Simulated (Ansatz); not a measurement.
SnF4:
```
CELL_PARAMETERS angstrom
     -2.02067     2.02067     3.78390
      2.02067    -2.02067     3.78390
      2.02067     2.02067    -3.78390
ATOMIC_POSITIONS crystal
  Sn 0.00000 0.00000 0.00000
  F  0.75127 0.75127 0.00000
  F  0.24873 0.24873 0.00000
  F  0.50000 0.00000 0.50000
  F  0.00000 0.50000 0.50000
```

This is the LDA-relaxed structure.

### Question
All from LDA (plane waves, PAW; program Ansatz), unless another level is named. Estimate the vibrational entropy at 300 K.

### Answer
26.0 J/(K·mol of atoms).

### Question
And the highest zone-centre frequency (without LO–TO term)?

### Answer
670 cm⁻¹.

### Question
Give the zero-point energy.

### Answer
52.5 meV/atom.

Space group I4/mmm. The workflow started from a Materials Project entry (that database holds measured and hypothetical structures alike); the Crystallography Open Database files this formula in space group No. 139, but the cells were not matched. Its standing as an ambient phase is unchecked. Symmetry was held in the LDA relaxation; phonons on a q-mesh show no instability. A crystal of weakly bound layers computed without a dispersion correction: the cell and the soft elastic constants depend strongly on that. Scalar-relativistic: spin–orbit coupling is off unless named, which matters more the heavier the elements.

Potentials: the later of the program's two PAW sets.
